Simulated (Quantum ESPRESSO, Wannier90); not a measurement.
**Sb (R-3m): Wannier90 run**

```xyz
2
Lattice="-2.1771 3.7708 0.0000 -4.3541 0.0000 0.0000 -2.1771 1.2569 3.8299" Properties=species:S:1:pos:R:3 pbc="T T T"
Sb     2.1771    -1.2569    -0.7477
Sb    -2.1771     1.2569     0.7477
```

Materials Project entry mp-104; symmetrised, unrelaxed at this level. This is the element's usual structure. Level: PBEsol, no spin polarisation, no spin-orbit coupling; pw.x of Quantum ESPRESSO at 64 Ry with PseudoDojo potentials, 8×8×8 k-points, Wannier90. Density: 8×8×8 mesh, cold smearing 0.01 Ry. The cell is built of weakly bound layers, chains or molecules, whose nearest atoms lie 3.43 Å apart. Database cells relaxed without dispersion often hold them too far apart, which can enlarge gaps and weakens couplings between them; spacing and stacking were not compared with the measured crystal. Spin-orbit coupling is left out although heavy elements are present.

Base run: 8 functions from bands 11-25 of the 25 computed, start hydrogen-like Sb: s;p, frozen window up to 1.50 eV relative to the Fermi level, outer window open. One thing is changed at a time; window edges are relative to the Fermi level. The misfit compares interpolated bands with pw.x on a high-symmetry path, for states up to 1.0 eV relative to the Fermi level. Converged means that the tolerances were met: symmetric starts can stop on a saddle, which shows as a larger Ω_OD at equal Ω_I and can move the misfit too.

```csv
setting,functions,frozen to (eV),Ω_I (Å²),Ω_D (Å²),Ω_OD (Å²),rms misfit (meV),worst (meV),ended
base,8,1.50,13.93,0.03,2.58,8.0,40,converged
```

Starting from this base row, predict which settings stop with an error, and how Ω_I and the misfit move in the others: frozen window to 3.50 eV; frozen window to 2.50 eV; frozen window to 4.71 eV; no frozen window; outer window to 10.34 eV; outer window to 4.34 eV.


```json
[
 {"setting": "frozen window to 3.50 eV", "functions": "8", "frozen to (eV)": "3.50", "Ω_I (Å²)": "20.72", "Ω_D (Å²)": "0.17", "Ω_OD (Å²)": "4.68", "rms misfit (meV)": "8.2", "worst (meV)": "53", "ended": "converged"},
 {"setting": "frozen window to 2.50 eV", "functions": "8", "frozen to (eV)": "2.50", "Ω_I (Å²)": "16.82", "Ω_D (Å²)": "0.09", "Ω_OD (Å²)": "3.61", "rms misfit (meV)": "5.0", "worst (meV)": "43", "ended": "converged"},
 {"setting": "frozen window to 4.71 eV", "functions": "8", "frozen to (eV)": "4.71", "Ω_I (Å²)": "–", "Ω_D (Å²)": "–", "Ω_OD (Å²)": "–", "rms misfit (meV)": "–", "worst (meV)": "–", "ended": "stops: too many frozen states"},
 {"setting": "no frozen window", "functions": "8", "frozen to (eV)": "none", "Ω_I (Å²)": "10.81", "Ω_D (Å²)": "0.00", "Ω_OD (Å²)": "2.46", "rms misfit (meV)": "295", "worst (meV)": "1242", "ended": "converged"},
 {"setting": "outer window to 10.34 eV", "functions": "8", "frozen to (eV)": "1.50", "Ω_I (Å²)": "14.55", "Ω_D (Å²)": "0.03", "Ω_OD (Å²)": "3.23", "rms misfit (meV)": "5.6", "worst (meV)": "34", "ended": "converged"},
 {"setting": "outer window to 4.34 eV", "functions": "8", "frozen to (eV)": "1.50", "Ω_I (Å²)": "–", "Ω_D (Å²)": "–", "Ω_OD (Å²)": "–", "rms misfit (meV)": "–", "worst (meV)": "–", "ended": "stops: too few bands in the window"}
]
```

Runs of this sweep that didn't settle are not listed.
